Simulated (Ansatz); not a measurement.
GaN:
```cif
data_Ga2N2
_chemical_formula_sum 'Ga2 N2'
_space_group_name_H-M_alt 'P 1'
_space_group_IT_number 1
_cell_length_a 3.15410
_cell_length_b 3.15410
_cell_length_c 7.59892
_cell_angle_alpha 90.000
_cell_angle_beta 90.000
_cell_angle_gamma 120.000
loop_
_space_group_symop_operation_xyz
  'x, y, z'
loop_
_atom_site_label
_atom_site_type_symbol
_atom_site_fract_x
_atom_site_fract_y
_atom_site_fract_z
_atom_site_occupancy
Ga1 Ga 0.66667 0.33333 0.25000 1
Ga2 Ga 0.33333 0.66667 0.75000 1
N1 N 0.00000 0.00000 0.75000 1
N2 N 0.00000 0.00000 0.25000 1
```

Relaxed with LDA.

Question: Give the optical modes at the zone centre with their infrared and Raman activity from DFPT, the program Ansatz at the LDA level (PAW).

Answer: Transverse frequencies, without the LO–TO term; a row sums one degenerate level.

| ω (cm⁻¹) | degeneracy | IR ((D/Å)²/amu) | Raman (Å⁴/amu) | activity | symmetry |
|---|---|---|---|---|---|
| 33i | 2 | 0.00 | 0.11 | Raman | E2g |
| 48 | 1 | 0.00 | 0 | silent | B1g |
| 245 | 1 | 3.22 | 0 | IR | A2u |
| 306 | 1 | 0.00 | 0 | silent | B1g |
| 742 | 2 | 0.00 | 53 | Raman | E2g |
| 745 | 2 | 73.71 | 0 | IR | E1u |

Question: How high does the top mode go among those that the LO–TO term moves?

Answer: 881 cm⁻¹ for q along x, 881 cm⁻¹ for q along y, 307 cm⁻¹ for q along z.

Space group P6_3/mmc. The first step of the workflow began from a Materials Project structure, measured or hypothetical; the Crystallography Open Database copy checked does not list it. It is not the phase usual at ambient conditions (space group No. 186, 216). The cell was relaxed with LDA under the symmetry of its start; phonons on a q-mesh show weakly imaginary modes. A crystal of weakly bound layers computed without a dispersion correction: the cell and the soft elastic constants depend strongly on that.

Potentials: the earlier of the program's two PAW sets.
